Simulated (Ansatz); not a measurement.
Run on fcc Ag (110), 5 layers: DFT, PBEsol, all-electron LAPW, scalar-relativistic (Ansatz 0.2.0). This run: field of 0.2 V/Å along the normal.

The slab is cut from a bulk crystal relaxed on PAW files (its atoms may have been relaxed since).

Command: `ansatz run input.yaml --threads 2 --pin off --max-ram 4096MiB --backend cpu --events-out ev --progress --plain --runs-dir out` It took 2.6 min on 2 threads of Arm Neoverse V2, on a shared host, peak memory 1.1 GiB.

```yaml
crystal:
  lattice:
    - [2.866903927, 0.0, 0.0]
    - [0.0, 4.0544144156, 0.0]
    - [0.0, 0.0, 21.7338]
  atoms:
    - { symbol: Ag, position: [0.0, 0.0, 0.3715776552] }
    - { symbol: Ag, position: [0.5, 0.5, 0.4323168633] }
    - { symbol: Ag, position: [0.0, 0.0, 0.4999999999] }
    - { symbol: Ag, position: [0.5, 0.5, 0.5676831369] }
    - { symbol: Ag, position: [0.0, 0.0, 0.6284223446] }
kpoints:
  mp_grid: { grid: [14, 10, 1] }
scf:
  occupations: { method: fermi_dirac, width: 0.05 }
hamiltonian:
  xc: pbesol
  pseudopotentials: { kind: all_electron, lapw: { basis_error: 0.001 } }
output:
  forces: true
  stress: true
  eigenvalues: true
efield:
  axis: 3
  amplitude: 0.2
  dipole_correction: true
```

Output:

```
LAPW: plane waves up to 8.263 Å⁻¹, error target 1.0e-3 eV per atom; small_component_spin mean_spin; Ag in spheres of 1.396 Å, 19 of its electrons in bands, Dirac shells [] (how accurate: hamiltonian.pseudopotentials.lapw.basis_error, Limitations)
Engine: ansatz 0.2.0
Pseudopotentials: kind: all_electron
Pseudopotential: Ag, LAPW, valence charge 19, lapw/all_electron/scalar/gaussian/Ag, Koelling and Harmon's equation, gaussian nucleus
Functional definition: PBEsol
  exchange = pbesol_x
  correlation = pbesol_c
Crystal: 5 atoms, lattice volume = 252.625 Å³
Basis set: ecut = 260.1492562851195 eV, 2449 PW (Γ), exchange–correlation at level 2
Bands: 57, of which v1, the nominal top of the filled ones, is band 48 counted from 1 (47 counted from 0)
Symmetry: 4 space group operations
k-points: 48 of 140
Non-local potential: Ag, projectors of the file, none
Initial density: superposition of atomic densities (neutral atoms: chi_scale 0, normalization atom, screened)
Initial wavefunctions: plane waves of lowest kinetic energy (no species holds an atomic orbital)
Functional: x = pbesol(κ = 0.804, μ = 0.12345679012345678), c = pbesol(β = 0.046)
iter 1 solved again at ethr=7.78e-4 eV; its pass at ethr=1.00e-1 eV (dr2=7.39e-1 eV) is discarded
SCF iter   1: F=—  HF=-722939.571023 eV  |F-HF|=—  |Δ(HF+E_count)|=         —  Δρ=1.47e-2  dr2=7.52e-1  ethr=7.78e-4  p=0.102 e·Å  D=7.28e-2 V/Å  ΔV_dip=-1.58 eV  dr2_dipole=1.46e-3  V_vac-E_F(+/−)=5.67/3.50 eV  ⟨swp⟩=2.8  Hψ=18051  notcnv=0
efield: sawtooth ramp at fractional position 0.9500 (placed from the atoms, in the widest stretch of the axis that holds none; the zero of the levels goes with the place), width 0.1000; the density the first Hamiltonian is built on has a dipole p = 0.102 e·Å; the dipole correction subtracts the counter field D = 7.28e-2 V/Å, which shifts the + side's vacuum level by -1.58 eV against the − side's; the planar-averaged density in the ramp window peaks in size at 5.1e-7 e/Å³
preconditioner: auto → LDOS  [metal: Δε(μ)=0.042 eV  Ē_g=8.504 eV  σ=0.050 eV  W_gap=0.20  n_scr=48 (ndim 8)  ℏωp=17.3 eV  f_vac=0.613  D(μ)=1.89/eV (n_scr^D=8)  β→1.0]
SCF iter   2: F=—  HF=-722940.401828 eV  |F-HF|=—  |Δ(HF+E_count)|=   8.31e-1  Δρ=8.54e-3  dr2=4.37e-1  ethr=7.78e-4  p=0.112 e·Å  D=8.00e-2 V/Å  ΔV_dip=-1.74 eV  dr2_dipole=5.14e-4  V_vac-E_F(+/−)=5.32/3.31 eV  ⟨swp⟩=3.1  Hψ=9939  notcnv=0
iter 3 solved again at ethr=1.45e-5 eV; its pass at ethr=4.61e-4 eV (dr2=1.37e-2 eV) is discarded
SCF iter   3: F=—  HF=-722938.393091 eV  |F-HF|=—  |Δ(HF+E_count)|=    2.01e0  Δρ=2.20e-3  dr2=1.37e-2  ethr=1.45e-5  p=0.108 e·Å  D=7.77e-2 V/Å  ΔV_dip=-1.69 eV  dr2_dipole=1.17e-6  V_vac-E_F(+/−)=5.42/3.36 eV  ⟨swp⟩=2.0  Hψ=14930  notcnv=0
SCF iter   4: F=—  HF=-722938.345445 eV  |F-HF|=—  |Δ(HF+E_count)|=   4.76e-2  Δρ=6.14e-4  dr2=8.99e-4  ethr=1.44e-5  p=0.108 e·Å  D=7.77e-2 V/Å  ΔV_dip=-1.69 eV  dr2_dipole=1.16e-7  V_vac-E_F(+/−)=5.32/3.26 eV  ⟨swp⟩=3.0  Hψ=9352  notcnv=0
SCF iter   5: F=—  HF=-722938.345576 eV  |F-HF|=—  |Δ(HF+E_count)|=   1.31e-4  Δρ=1.74e-4  dr2=1.08e-4  ethr=9.47e-7  p=0.108 e·Å  D=7.76e-2 V/Å  ΔV_dip=-1.69 eV  dr2_dipole=2.50e-8  V_vac-E_F(+/−)=5.31/3.25 eV  ⟨swp⟩=3.0  Hψ=7916  notcnv=0
SCF iter   6: F=—  HF=-722938.345361 eV  |F-HF|=—  |Δ(HF+E_count)|=   2.15e-4  Δρ=6.84e-5  dr2=2.34e-5  ethr=1.14e-7  p=0.108 e·Å  D=7.77e-2 V/Å  ΔV_dip=-1.69 eV  dr2_dipole=1.69e-8  V_vac-E_F(+/−)=5.30/3.24 eV  ⟨swp⟩=3.0  Hψ=8963  notcnv=0
SCF iter   7: F=—  HF=-722938.345369 eV  |F-HF|=—  |Δ(HF+E_count)|=   7.76e-6  Δρ=1.67e-5  dr2=1.63e-6  ethr=2.47e-8  p=0.108 e·Å  D=7.77e-2 V/Å  ΔV_dip=-1.69 eV  dr2_dipole=2.23e-9  V_vac-E_F(+/−)=5.30/3.24 eV  ⟨swp⟩=2.7  Hψ=7825  notcnv=0
SCF iter   8: F=—  HF=-722938.345369 eV  |F-HF|=—  |Δ(HF+E_count)|=   7.33e-7  Δρ=4.61e-6  dr2=1.05e-7  ethr=1.72e-9  p=0.108 e·Å  D=7.77e-2 V/Å  ΔV_dip=-1.69 eV  dr2_dipole=1.08e-10  V_vac-E_F(+/−)=5.30/3.24 eV  ⟨swp⟩=3.0  Hψ=7864  notcnv=0
SCF iter   9: F=-722938.345369 eV  HF=-722938.345369 eV  |F-HF|=3.84e-9  |Δ(HF+E_count)|=   3.03e-9  Δρ=1.39e-6  dr2=6.32e-9  ethr=1.10e-10  p=0.108 e·Å  D=7.77e-2 V/Å  ΔV_dip=-1.69 eV  dr2_dipole=5.25e-11  V_vac-E_F(+/−)=5.30/3.24 eV  ⟨swp⟩=2.9  Hψ=7839  notcnv=0
SCF 1 converged in 9 iterations: F = -722938.345369 eV  dr2 = 6.32e-9
SCF converged after 9 iterations
Free energy (F): -722938.345369 eV
Harris-Foulkes:  -722938.345369 eV  (|F-HF|=3.84e-9)
Internal energy: -722938.330741 eV  (E = F + TS)
E sigma→0 (E₀):  -722938.338055 eV
Entropy (-TS):   -0.014629 eV (-2.926 meV/atom)
Fermi energy:    3.417966 eV
Dipole field:    D = 0.077685 V/Å  (p = 0.108455 e·Å, saw-weighted, corrected)
Work function:   not extracted (applied field tilts the vacuum); planar V_es + V_field profile in the machine report
Levels:          The Fermi level and band energies are counted from a zero that moves with the ramp; work functions are not
--- Per-component energies (eV) ---
  E_band       = -2477.480368
  E_kinetic    = 755817.248408
  E_xc         = -19984.496229
  E_efield     = -0.017477  (sawtooth field / dipole correction)
  E_electrostatic = -1458771.065443  (all electrons and nuclei)
  E_smearing   = -0.014629  (= −TS)
  E_closure    = 0.000000  (closes the sum)
  E_atoms      = -722923.547350  (free atoms, spherical and without spin; not in F)
  Σ components = -722938.345369   (vs F -722938.345369, Δ=0.00e0)
  Basis errors (estimates in eV, not in F): energy 4.0e-4 per atom: plane waves 3.1e-4 (1.8e-4 summed), levels above the bands 1.6e-63, relativity 2.1e-8, radial functions 9.0e-5, core shells 1.3e-6; eigenvalues (radial functions only) 6.0e-7; not estimated: angular momenta, meshes, grids; target (lapw.basis_error) 1.0e-3; muffin-tin radii Ag 1.396 Å
--- Forces (eV/Å), atoms counted from 1 ---
  atom   1  Ag    -0.00000000     0.00000000     0.00183925
  atom   2  Ag     0.00000000     0.00000000    -0.00783991
  atom   3  Ag    -0.00000000    -0.00000000     0.00917350
  atom   4  Ag     0.00000000    -0.00000000    -0.00426087
  atom   5  Ag    -0.00000000     0.00000000     0.00109571
  max |Σ_I F_I| component: 7.69e-6 eV/Å
--- Stress (GPa, compression-positive) ---
       -1.038942      -0.000000       0.000000
       -0.000000      -1.015946      -0.000000
        0.000000      -0.000000       0.003491
  P = ⅓ Tr σ = -0.6838 GPa (-6.838 kbar)
--- Band table (eV; the first three rows and the last of 48) ---
  k-point 0: bands = ["-88.4593", "-88.4231", "-88.4207", "-88.1043", "-88.0900", "-52.0099", "-51.9723", "-51.9426", "-51.9292", "-51.9236", "-51.8976", "-51.8884", "-51.8758", "-51.8668", "-51.6051", "-51.6006", "-51.5881", "-51.5880", "-51.5832", "-51.5710", "-3.9523", "-2.8664", "-2.5929", "-2.5684", "-2.3778", "-1.8012", "-1.6631", "-1.5220", "-1.5044", "-1.2383", "-1.2208", "-1.1773", "-0.8823", "-0.8282", "-0.8142", "-0.5924", "-0.5631", "-0.4889", "-0.2331", "-0.2323", "-0.1202", "0.0652", "0.3031", "0.3695", "0.4236", "0.5550", "0.7580", "1.9889", "4.2144", "6.0211", "6.6053", "7.4196", "8.2097", "8.4921", "9.3896", "9.8406", "10.5967"]
  k-point 1: bands = ["-88.4591", "-88.4232", "-88.4208", "-88.1043", "-88.0900", "-52.0086", "-51.9788", "-51.9353", "-51.9318", "-51.9227", "-51.8966", "-51.8893", "-51.8756", "-51.8675", "-51.6051", "-51.6006", "-51.5892", "-51.5869", "-51.5833", "-51.5712", "-3.8590", "-2.8306", "-2.6396", "-2.5350", "-2.3577", "-1.9557", "-1.5585", "-1.5104", "-1.4542", "-1.2608", "-1.2010", "-1.1015", "-0.9249", "-0.8065", "-0.7606", "-0.5901", "-0.5582", "-0.4611", "-0.2614", "-0.2477", "-0.0811", "0.1302", "0.2564", "0.3503", "0.3917", "0.5953", "0.7225", "2.0350", "4.2891", "5.3197", "6.6655", "7.4909", "7.5539", "8.3031", "9.4040", "9.9440", "10.4339"]
  k-point 2: bands = ["-88.4586", "-88.4234", "-88.4209", "-88.1044", "-88.0900", "-52.0052", "-51.9898", "-51.9371", "-51.9223", "-51.9202", "-51.8954", "-51.8914", "-51.8752", "-51.8695", "-51.6050", "-51.6007", "-51.5903", "-51.5860", "-51.5838", "-51.5716", "-3.5943", "-2.7397", "-2.7371", "-2.4495", "-2.2941", "-2.1487", "-1.5759", "-1.4138", "-1.3323", "-1.2389", "-1.1489", "-1.0674", "-0.9552", "-0.7527", "-0.7313", "-0.6765", "-0.3875", "-0.3110", "-0.2777", "-0.2051", "-0.0804", "0.1319", "0.2973", "0.2985", "0.3570", "0.6317", "0.6448", "2.1867", "3.9690", "4.5013", "5.9918", "6.7448", "7.6445", "8.5703", "8.8212", "10.0587", "10.2446"]
  k-point 47: bands = ["-88.4507", "-88.4178", "-88.4145", "-88.0980", "-88.0836", "-52.0302", "-52.0141", "-51.9739", "-51.9578", "-51.9343", "-51.9197", "-51.9175", "-51.9134", "-51.8851", "-51.6710", "-51.6591", "-51.5981", "-51.5966", "-51.5839", "-51.5813", "-2.7809", "-2.5987", "-2.1388", "-2.1020", "-1.9474", "-1.7176", "-1.6674", "-1.5406", "-1.4141", "-1.3148", "-1.2892", "-1.2006", "-1.0585", "-0.9554", "-0.6218", "-0.4004", "-0.3399", "-0.1497", "0.0292", "0.2142", "0.5562", "0.5724", "0.5847", "0.6028", "0.7362", "3.8782", "4.0637", "6.1055", "6.4815", "7.3037", "7.4370", "7.8302", "8.6185", "8.6813", "8.8340", "10.2592", "10.3017"]
```
